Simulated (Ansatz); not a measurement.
Relaxed SnTe (rock salt):

```xyz
2
Lattice="0.0000 3.2046 3.2046 3.2046 0.0000 3.2046 3.2046 3.2046 0.0000" Properties=species:S:1:pos:R:3 pbc="T T T"
Te     0.0000     0.0000     0.0000
Sn     3.2046     3.2046     3.2046
```

Computed with PBE (plane waves to 420 eV, PAW, scalar-relativistic; Ansatz, a program for electronic structure). k mesh 10×10×10 (Γ-centred), Fermi-Dirac smearing 0.05 eV. SnTe was relaxed with its symmetry unable to fall. Spin-orbit coupling is left out, though Te is heavy. The PAW data are Ansatz's earlier set.

One atom of the cell was then moved (with its periodic images), all else fixed, and the forces (eV/Å) came out as:

| atom | Fx | Fy | Fz |
|---|---|---|---|
| Te1 | -1.022 | -1.022 | -1.022 |
| Sn2 | 1.022 | 1.022 | 1.022 |

With two atoms only their relative shift counts; take Te1 as fixed.

Q: Which atom was moved, and by which vector (Å)?

A: Sn2, by (-0.44, -0.44, -0.44), 0.77 Å in all.

(A displaced cell: forces are minus the slopes of the energy, force constants its curvatures, and phonons follow from these.)
